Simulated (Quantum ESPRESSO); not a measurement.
# Hf2NbF3O5: convergence and cost over cutoff and k mesh

Computed values, not a measurement. The program is pw.x of Quantum ESPRESSO 7.5 (plane-wave density functional theory). The cell is made up: 11 atoms on a fluorite lattice with one site empty, with randomly drawn elements, strain and displacements, not relaxed. PseudoDojo standard norm-conserving files (v0.5 for PBE, v0.4.1 for LDA and PBEsol) set the functional; there is no spin polarisation, spin-orbit coupling or dispersion term, and the masses in the input are unused placeholders.

The hafnium pseudopotential is less sure than the others, with forces about 3 percent (worst 6) and pressure in oxides about 1.5 GPa (worst 2.7) from a second method in checks, which no rerun with the same files tests.

Input of the run in row 4:

```
&control calculation='scf', pseudo_dir='./dojo.nc.sr.pbe.v0_5.standard.upf', outdir='./o', disk_io='medium', tprnfor=.true., tstress=.true. /
&system ibrav=0, nat=11, ntyp=4, nbnd=50, ecutwfc=84.00895049, nosym=.true., tot_charge=0,
 occupations='smearing', smearing='fd', degauss=0.0018374661
/
&electrons conv_thr=7.350e-09, electron_maxstep=60, /
ATOMIC_SPECIES
F 1.0 F.upf
Hf 1.0 Hf.upf
Nb 1.0 Nb.upf
O 1.0 O.upf
CELL_PARAMETERS angstrom
5.0439 0.0763 -0.0281
0.0763 5.1886 -0.0659
-0.0281 -0.0659 5.2043
ATOMIC_POSITIONS angstrom
Hf 0.0161 -0.0375 -0.0789
Hf 0.0677 2.5613 2.6387
Nb 2.6223 2.6822 -0.0338
F 1.3058 1.2766 1.3996
O 1.3609 1.475 3.8633
O 1.4887 3.8438 1.206
F 1.4108 3.8773 3.7076
O 3.7494 1.4268 1.217
O 3.8502 1.287 3.7506
O 3.8402 4.0075 1.3236
F 3.8778 3.852 3.7613
K_POINTS automatic
4 4 4 1 1 1
```

The same cell was run at these settings. Meshes are shifted by half a step, and differences are from the last row, which is itself not exact.

```
cutoff (eV)     k mesh  k points solved  threshold (eV)  free energy less the last row's (eV)  pressure (GPa)  largest stress difference (GPa)  largest force difference (eV/Å)  iterations  wall time (s)  k-point pools                  processor
        800  2 x 2 x 2                4           1e-04                                 1.429          -28.49                            13.86                            0.118          14             72              1      AMD EPYC, Zen 5 class
       1143  1 x 1 x 1                1           1e-07                                -2.552          -17.90                             3.54                            0.778          18             59              1      AMD EPYC, Zen 5 class
        715  4 x 4 x 4               32           1e-07                                 4.691          -45.53                            30.93                            0.054          18            337              1      AMD EPYC, Zen 5 class
       1143  4 x 4 x 4               32           1e-07                                 0.002          -14.68                             0.03                            0.005          19            733              1      AMD EPYC, Zen 5 class
       1467  6 x 6 x 6              108           1e-07                                 0.000          -14.65                             0.00                            0.000          19           1082              4  Intel Xeon, 2023 or later
```

Each pool is one process. Wall times include start-up and a band step at six k points, which weighs most on the coarsest meshes. The runs were on shared virtual cores whose load varied, so times are rough.